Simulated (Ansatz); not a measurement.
**Structure relaxation, ZrSi$_{2}$**

The start is a generated cell, ZrSi2 placed in the AFLOW prototype AB2_cF48_227_c_e (as in Ti2C). A full variable-cell relaxation at zero pressure is run with r2SCAN (plane waves to 500 eV, PAW, scalar-relativistic; Ansatz, a program for electronic structure). The first steps use a coarse 4×4×4 k-mesh.

Starting cell:
```yaml
crystal:
  lattice:
    - [0.00000, 4.65319, 4.65319]
    - [4.65319, 0.00000, 4.65319]
    - [4.65319, 4.65319, 0.00000]
  atoms:
    - { symbol: Zr, position: [0.62500, 0.62500, 0.62500] }
    - { symbol: Zr, position: [0.12500, 0.62500, 0.62500] }
    - { symbol: Zr, position: [0.62500, 0.12500, 0.62500] }
    - { symbol: Zr, position: [0.62500, 0.62500, 0.12500] }
    - { symbol: Si, position: [0.87000, 0.87000, 0.87000] }
    - { symbol: Si, position: [0.39000, 0.87000, 0.87000] }
    - { symbol: Si, position: [0.87000, 0.39000, 0.87000] }
    - { symbol: Si, position: [0.87000, 0.87000, 0.39000] }
    - { symbol: Si, position: [0.38000, 0.38000, 0.38000] }
    - { symbol: Si, position: [0.86000, 0.38000, 0.38000] }
    - { symbol: Si, position: [0.38000, 0.86000, 0.38000] }
    - { symbol: Si, position: [0.38000, 0.38000, 0.86000] }
```

Task: How large is the pressure on the unrelaxed cell, and of which sign?

Result: +55 GPa (positive: the cell is compressed).

Task: By how much does the energy per atom fall from start to end?

Result: 1.86 eV/atom.

Task: How does the volume change?

Result: +8.5 %, from 16.79 to 18.22 Å³/atom.

Task: Give the final cell and atomic positions.

Result: 
Space group Fd-3m, origin choice 1 (No. 227); a = b = c = 9.563 Å, α = β = γ = 90.00°

| atom | site | symmetry | x | y | z |
|---|---|---|---|---|---|
| Zr | 16c | .-3m | 0.1250 | 0.1250 | 0.1250 |
| Si | 32e | .3m | 0.4107 | 0.4107 | 0.4107 |
(The calculation used a cell of 12 atoms; values per cell refer to that cell.)

The space group stays Fd-3m (No. 227) (the run could not lower it), with 12 atoms in the primitive cell. Final values are on a 7×7×7 k-mesh of the relaxed cell. No spin polarisation in the result.

The run could not lose the symmetry of its start, so the end can be a saddle point.

The relaxed structure here is a generated cell of ZrSi2: the first start was made by placing the elements on the sites of a structure type, and the end was not matched to a known phase here, so it may be hypothetical.
